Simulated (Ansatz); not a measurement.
**Where the states of BiP lie**

```yaml
crystal:
  lattice:
    - [0.00000, 2.92388, 2.92388]
    - [2.92388, 0.00000, 2.92388]
    - [2.92388, 2.92388, 0.00000]
  atoms:
    - { symbol: Bi, position: [0.00000, 0.00000, 0.00000] }
    - { symbol: P, position: [0.50000, 0.50000, 0.50000] }
```

Conventional cell: a = 5.848 Å, b = 5.848 Å, c = 5.848 Å, α = 90.00°, β = 90.00°, γ = 90.00°. Bi (atom 1) has 6 P at 2.92 Å as nearest neighbours. P (atom 2) is surrounded by 6 Bi at 2.92 Å.

The cell was built from the rocksalt type and relaxed in the same program, and has space group Fm-3m; it needn't be a known or the stable phase.

Spin–orbit coupling is left out, though it moves levels of the heavy atoms by tenths of an eV or more.

The calculation used DFT, PBE, all-electron LAPW, scalar-relativistic in Ansatz 0.2.0.

Settings: a Γ-centred 12×12×12 k mesh, Fermi–Dirac smearing of 0.05 eV, basis error target 0.25 meV/atom, no spin polarisation.

States per eV and cell, averaged over 0.4 eV, from -5.8 to 3.6 eV, with energies (bin centres) from the valence-band top; empty bins are left out. The partial columns, the largest 4 alone, are projections on Löwdin-orthogonalised atomic shells (those that the program's projection atoms carry: the occupied ones and, for some elements, an empty d or f shell; other empty shells have no column), summed over atoms of an element. Weights on diffuse s and p shells depend on that basis and aren't pure angular character.

| E (eV) | total | P 3p | Bi 6p | P 3s | Bi 6s |
| --- | --- | --- | --- | --- | --- |
| -5.7 | 0.21 | 0.09 | 0.10 | 0.00 | 0.00 |
| -5.3 | 0.43 | 0.20 | 0.21 | 0.01 | 0.00 |
| -4.9 | 0.60 | 0.29 | 0.29 | 0.01 | 0.01 |
| -4.5 | 0.76 | 0.37 | 0.36 | 0.02 | 0.01 |
| -4.1 | 0.96 | 0.48 | 0.44 | 0.02 | 0.02 |
| -3.7 | 1.31 | 0.68 | 0.57 | 0.03 | 0.02 |
| -3.3 | 1.41 | 0.75 | 0.59 | 0.04 | 0.03 |
| -2.9 | 1.42 | 0.77 | 0.56 | 0.04 | 0.03 |
| -2.5 | 1.39 | 0.78 | 0.51 | 0.04 | 0.04 |
| -2.1 | 1.40 | 0.82 | 0.48 | 0.05 | 0.04 |
| -1.7 | 1.39 | 0.85 | 0.41 | 0.05 | 0.05 |
| -1.3 | 1.29 | 0.85 | 0.31 | 0.04 | 0.06 |
| -0.9 | 1.44 | 0.95 | 0.31 | 0.05 | 0.11 |
| -0.5 | 0.97 | 0.67 | 0.15 | 0.03 | 0.10 |
| -0.1 | 0.03 | 0.02 | 0.00 | 0.00 | 0.00 |
| 0.3 | 0.22 | 0.03 | 0.16 | 0.01 | 0.00 |
| 0.7 | 1.25 | 0.21 | 0.87 | 0.11 | 0.01 |
| 1.1 | 1.35 | 0.29 | 0.86 | 0.12 | 0.02 |
| 1.5 | 1.08 | 0.31 | 0.62 | 0.08 | 0.02 |
| 1.9 | 1.02 | 0.34 | 0.54 | 0.06 | 0.02 |
| 2.3 | 1.01 | 0.36 | 0.51 | 0.05 | 0.02 |
| 2.7 | 1.13 | 0.38 | 0.51 | 0.04 | 0.02 |
| 3.1 | 1.62 | 0.48 | 0.60 | 0.04 | 0.02 |
| 3.5 | 1.40 | 0.47 | 0.60 | 0.02 | 0.02 |

(1) Which of the resolved shells contributes most in the top eV of the valence band?

## Answers

(1) P 3p, with 67 % of all states there; Bi 6p follows with 19 %.
